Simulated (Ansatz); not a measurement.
MoSeS in space group P-6m2 (No. 187; Mo on 1c, Mo on 1f, Se on 2h, S on 2i), LDA (plane waves, PAW; program Ansatz), all energies at zero smearing, with the estimated change up to a 700 eV cutoff added, with one set of potentials and settings (totals compare only within such a set). Cell of 6 atoms (2 Mo, 2 Se, 2 S): -22196.391 eV.

| element | reference phase | E (eV/atom) |
|---|---|---|
| Mo | Im-3m, 1 atoms in the cell | -4842.8590 |
| Se | P3_121, 3 atoms in the cell | -5383.2604 |
| S | Fddd, 32 atoms in the cell | -869.4931 |

Formation energy per atom, worked out: (-22196.391 − 2×(-4842.8590) − 2×(-5383.2604) − 2×(-869.4931))/6 = -0.861 eV/atom (-83 kJ per mol of atoms), at 0 K, without zero-point energy or fitted corrections.

The workflow started from a Materials Project entry (that database holds measured and hypothetical structures alike); the Crystallography Open Database copy checked does not list it. With Se and S taken as one species the cell has the higher symmetry P6_3/mmc, so it may be an ordered model of a mixed-site phase. Whether it is the stable phase at ambient conditions was not checked. Symmetry was held in the LDA relaxation; its stability against distortions is not shown here. The run is not spin-polarised. A crystal of weakly bound layers computed without a dispersion correction: the cell and the soft elastic constants depend strongly on that. The references are the lowest solids computed at this level, not always the standard phases.

Potentials: the later of the program's two PAW sets.
